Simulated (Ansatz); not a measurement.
An Ansatz (a first-principles code) run. Input:

Ansatz 0.2 input:
```yaml
crystal:
  lattice:
    - [2.7646533002, 0.0, 0.0]
    - [0.0, 2.7646533002, 0.0]
    - [0.0, 0.0, 4.0033516019]
  atoms:
    - { symbol: Ti, position: [0.5, 0.5, 0.5] }
    - { symbol: Al, position: [0.0, 0.0, 0.0] }
kpoints:
  mp_grid: { grid: [31, 31, 21] }
hamiltonian:
  xc: lda
  pseudopotentials: { azcp: { folder: ./paw }, kind: paw }
scf:
  occupations: { method: fermi_dirac, width: 0.1 }
elastic: { mode: relaxed_ion, stencil: two_point, amplitude: 0.005, f_tol: 0.0005 }
```

Output (shortened):

```
Pseudopotential: Ti, paw, valence charge 12
Pseudopotential: Al, paw, valence charge 3
Functional definition: SPW92
Crystal: 2 atoms, lattice volume = 30.599 Å³
Basis set: ecut = 420 eV, 617 PW (Γ)
Bands: 12, of which v1, the nominal top of the filled ones, is band 8 counted from 1 (7 counted from 0)
Symmetry: 16 space group operations
Space group: P4/mmm (ITA 123), of the structure as read, at distance tolerance 3.1e-5 Å
k-points: 1496 of 20181
the search or the solves at the SCF's close seem to have found levels that the self-consistency loop had missed (the run counts 3) …
SCF 1 converged in 9 iterations: F = -2964.061279 eV  dr2 = 3.59e-14
Crystal: 2 atoms, lattice volume = 30.446 Å³
Basis set: ecut = 420 eV, 609 PW (Γ)
Symmetry: 8 space group operations
k-points: 2816 of 20181
SCF 2 converged in 7 iterations: F = -2964.060670 eV  dr2 = 8.51e-14
Crystal: 2 atoms, lattice volume = 30.752 Å³
SCF 3 converged in 6 iterations: F = -2964.060874 eV  dr2 = 7.91e-15
Crystal: 2 atoms, lattice volume = 30.446 Å³
SCF 4 converged in 7 iterations: F = -2964.060796 eV  dr2 = 1.86e-14
Crystal: 2 atoms, lattice volume = 30.752 Å³
SCF 5 converged in 6 iterations: F = -2964.060899 eV  dr2 = 1.79e-15
Crystal: 2 atoms, lattice volume = 30.599 Å³
Basis set: ecut = 420 eV, 613 PW (Γ)
Symmetry: 4 space group operations
k-points: 5216 of 20181
SCF 6 converged in 7 iterations: F = -2964.060981 eV  dr2 = 2.03e-14
Crystal: 2 atoms, lattice volume = 30.599 Å³
SCF 7 converged in 5 iterations: F = -2964.060981 eV  dr2 = 1.30e-14
Crystal: 2 atoms, lattice volume = 30.599 Å³
SCF 8 converged in 6 iterations: F = -2964.061189 eV  dr2 = 8.29e-14
Crystal: 2 atoms, lattice volume = 30.599 Å³
SCF 9 converged in 5 iterations: F = -2964.061189 eV  dr2 = 5.23e-14
SCF converged after 9 iterations
Free energy (F): -2964.061279 eV
Harris-Foulkes:  -2964.061279 eV  (|F-HF|=9.09e-13)
Internal energy: -2964.002928 eV  (E = F + TS)
E sigma→0 (E₀):  -2964.032103 eV
Entropy (-TS):   -0.058352 eV (-29.176 meV/atom)
Fermi energy:    11.441723 eV
--- Per-component energies (eV) ---
  E_band       = -154.580364
  E_kinetic    = 306.565001
  E_local      = -1114.452287  (includes V_loc(G=0)·N_el)
  E_nonlocal   = 76.864676
  E_hartree    = 465.959378
  E_xc         = -153.725439
  E_vxc        = -176.050766  (∫ρ·V_xc dr)
  E_paw        = -1439.813413  (= ΣΔE_a)
  E_vpaw       = -179.425671  (= ΣTr[D̂ρ^β])
  E_aug_tail   = -0.000082  (compensation charges beyond the density's cutoff)
  E_ewald      = -1105.782430
  E_core_change = 0.381667  (= ΣΔE_core)
  E_smearing   = -0.058352  (= −TS)
  E_closure    = 0.000000  (closes the sum)
  Σ components = -2964.061279   (vs F -2964.061279, Δ=0.00e0)
--- Forces (eV/Å), atoms counted from 1 ---
  atom   1  Ti     0.00000000     0.00000000     0.00000000
  atom   2  Al     0.00000000     0.00000000     0.00000000
  max |Σ_I F_I| component: 0.0 eV/Å
--- Stress (GPa, compression-positive) ---
        0.101307       0.000000       0.000000
        0.000000       0.101307       0.000000
        0.000000       0.000000       0.053300
  P = ⅓ Tr σ = 0.0853 GPa (0.853 kbar)
--- Band table (eV; the first three rows and the last of 1496) ---
  k-point 0: bands = ["-44.4686", "-21.1782", "-20.6930", "-20.6930", "2.1857", "9.4399", "10.4998", "11.1485", "13.7253", "13.7253", "14.9187", "17.9827"]
  k-point 1: bands = ["-44.4686", "-21.1787", "-20.6930", "-20.6930", "2.2077", "9.3452", "10.5036", "11.1933", "13.7162", "13.7162", "14.9191", "18.0526"]
  k-point 2: bands = ["-44.4685", "-21.1802", "-20.6929", "-20.6929", "2.2731", "9.0917", "10.5146", "11.3027", "13.6898", "13.6898", "14.9200", "18.2547"]
  k-point 1495: bands = ["-44.3150", "-21.1989", "-21.1988", "-21.0488", "8.7142", "9.0270", "9.0706", "13.5387", "13.5769", "14.3146", "15.6276", "15.7789"]
--- Elastic constants: 4 strain directions × 2 members + reference (group order 16) ---
  dense FFT box of the reference and of every strained cell: 20×20×27
  strains applied: 11, 33, 23, 12; error gains …
  C = ∂σ_k/∂η_j (tension-positive GPa; Voigt order 11 22 33 23 13 12):
       212.400     69.687    100.165      0.000      0.000      0.000
        69.687    212.400    100.165      0.000      0.000      0.000
       100.084    100.084    180.571      0.000      0.000      0.000
         0.000      0.000      0.000    125.050      0.000      0.000
         0.000      0.000      0.000      0.000    125.050      0.000
         0.000      0.000      0.000      0.000      0.000     37.597
  reference stress σ⁰ (GPa):     -0.101     -0.101     -0.053      0.000      0.000      0.000
  moduli (Voigt/Reuss/Hill, GPa): K = 127.25/127.25/127.25   G = 79.90/61.48/70.69   E = 178.94   ν = 0.266
  mechanically stable: yes (min eigenvalue of sym C = 37.60 GPa)
  strain η (Voigt 11):  stress-route row diagonal C_11 = 212.40 GPa, energy-path curvature d²(F+E_count+ΔE)/dδ²/Ω₀ = 212.38 GPa
         δ    σ_11 (GPa)             F (eV)   n_scf  n_hpsi   n_pw
    -5.000e-3      -1.1817       -2964.0606699       7  601517    614   relax 0 steps, max|allowed force component| 0.0 eV/Å
     5.000e-3       0.9423       -2964.0608742       6  516335    621   relax 0 steps, max|allowed force component| 0.0 eV/Å
  strain η (Voigt 33):  stress-route row diagonal C_33 = 180.57 GPa, energy-path curvature d²(F+E_count+ΔE)/dδ²/Ω₀ = 180.62 GPa
         δ    σ_33 (GPa)             F (eV)   n_scf  n_hpsi   n_pw
    -5.000e-3      -0.9592       -2964.0607964       7  301099    617   relax 0 steps, max|allowed force component| 0.0 eV/Å
     5.000e-3       0.8465       -2964.0608994       6  269707    620   relax 0 steps, max|allowed force component| 0.0 eV/Å
  strain η (Voigt 23):  stress-route row diagonal C_44 = 125.05 GPa, energy-path curvature d²(F+E_count+ΔE)/dδ²/Ω₀ = 125.09 GPa
         δ    σ_23 (GPa)             F (eV)   n_scf  n_hpsi   n_pw
    -5.000e-3      -0.6252       -2964.0609806       7  1025615    618   relax 0 steps, max|allowed force component| 0.00e0 eV/Å
     5.000e-3       0.6252       -2964.0609806       5  857163    618   relax 0 steps, max|allowed force component| 0.00e0 eV/Å
  strain η (Voigt 12):  stress-route row diagonal C_66 = 37.60 GPa, energy-path curvature d²(F+E_count+ΔE)/dδ²/Ω₀ = 37.64 GPa
         δ    σ_12 (GPa)             F (eV)   n_scf  n_hpsi   n_pw
    -5.000e-3      -0.1880       -2964.0611893       6  532437    617   relax 0 steps, max|allowed force component| 0.00e0 eV/Å
     5.000e-3       0.1880       -2964.0611893       5  478897    617   relax 0 steps, max|allowed force component| 0.0 eV/Å
```

Cost: very roughly 5 core-minutes on shared cores.

Symmetry was held in the LDA relaxation; of distortions, only those at the zone centre were tested. No spin polarisation was allowed. As this level gives no gap, shear constants depend on the k-mesh and smearing (Fermi–Dirac, 0.1 eV here). Axis ratios of metals converge slowly with the k-mesh, so a and c are less sure than the volume.

Potentials: the earlier of the program's two PAW sets.

Ansatz is a plane-wave DFT program.
